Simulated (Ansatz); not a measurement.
ZnCu (CsCl type)

```cif
data_CuZn
_chemical_formula_sum 'Zn1 Cu1'
_space_group_name_H-M_alt 'Pm-3m'
_space_group_IT_number 221
_space_group_name_Hall '-P 4 2 3'
_cell_length_a 2.96382
_cell_length_b 2.96382
_cell_length_c 2.96382
_cell_angle_alpha 90.000
_cell_angle_beta 90.000
_cell_angle_gamma 90.000
loop_
_atom_site_label
_atom_site_type_symbol
_atom_site_symmetry_multiplicity
_atom_site_Wyckoff_symbol
_atom_site_fract_x
_atom_site_fract_y
_atom_site_fract_z
_atom_site_occupancy
Zn1 Zn 1 a 0.00000 0.00000 0.00000 1
Cu1 Cu 1 b 0.50000 0.50000 0.50000 1
```

Grid over V/V₀ and (c/a)/(c/a)₀, subscript 0 meaning the relaxed cell; the conventional c axis lies along z; no internal relaxation.

Method: PBE (plane waves to 420 eV, PAW, scalar-relativistic; Ansatz, a quantum-chemistry and plane-wave program). k mesh 16×16×16 (Γ-centred), Fermi-Dirac smearing 0.05 eV. Energies are smeared free energies. With partly filled bands, the response to shear is sensitive to the k mesh, so small differences along c/a are uncertain. ZnCu is run without spin polarisation. ZnCu was relaxed with its symmetry unable to fall. The zero of ΔE is the relaxed starting cell.

| ΔE (kJ/mol of atoms) | V/V₀ = 0.920 | V/V₀ = 0.960 | V/V₀ = 1.000 | V/V₀ = 1.040 | V/V₀ = 1.080 |
|---|---|---|---|---|---|
| (c/a)/(c/a)₀ = 0.880 | ___ | 1.9 | 1.0 | ___ | ___ |
| (c/a)/(c/a)₀ = 0.940 | 3.5 | 0.9 | 0.1 | 0.7 | 2.5 |
| (c/a)/(c/a)₀ = 1.000 | ___ | 0.8 | 0.0 | 0.7 | 2.5 |
| (c/a)/(c/a)₀ = 1.060 | ___ | 0.8 | 0.0 | 0.7 | 2.5 |
| (c/a)/(c/a)₀ = 1.120 | 3.5 | 0.8 | 0.0 | 0.7 | 2.4 |

Q: Some entries are withheld; supply them.

A: 
- (c/a)/(c/a)₀ = 0.880, V/V₀ = 0.920: 4.7
- (c/a)/(c/a)₀ = 0.880, V/V₀ = 1.040: 1.5
- (c/a)/(c/a)₀ = 0.880, V/V₀ = 1.080: 3.2
- (c/a)/(c/a)₀ = 1.000, V/V₀ = 0.920: 3.4
- (c/a)/(c/a)₀ = 1.060, V/V₀ = 0.920: 3.4

(A scan under strain: stresses follow from slopes of the energy per volume, elastic moduli from its curvatures.)
